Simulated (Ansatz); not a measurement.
Se (trigonal Se type, space group No. 152) under volume change, PBEsol in the plane-wave PAW code Ansatz, shape and atoms relaxed at each volume.

| V (Å³/atom) | E − E(relaxed) (meV/atom) | P (GPa) |
|---|---|---|
| 21.934 | [?] | [?] |
| 22.657 | 7.6 | 1.89 |
| 23.380 | 1.7 | 0.84 |
| 24.103 | 0.0 | 0.00 |
| 24.826 | [?] | [?] |
| 25.549 | 4.9 | -1.00 |
| 26.272 | 10.1 | -1.27 |

Problem. Some entries are withheld; supply them.

Solution. 
- 24.826, E − E(relaxed) (meV/atom): 1.4
- 24.826, P (GPa): -0.54
- 21.934, E − E(relaxed) (meV/atom): 19.2
- 21.934, P (GPa): 3.34

Problem. What does a third-order Birch–Murnaghan fit give for V₀, B₀ and B′?

Solution. V₀ = 24.13 Å³/atom, B₀ = 22.8 GPa, B′ = 9.5.

Space group P3_121 (trigonal Se type). The cell was relaxed with PBEsol under the symmetry of its start. A crystal of weakly bound chains computed without a dispersion correction: the cell and the soft elastic constants depend strongly on that.

Potentials: the later of the program's two PAW sets.
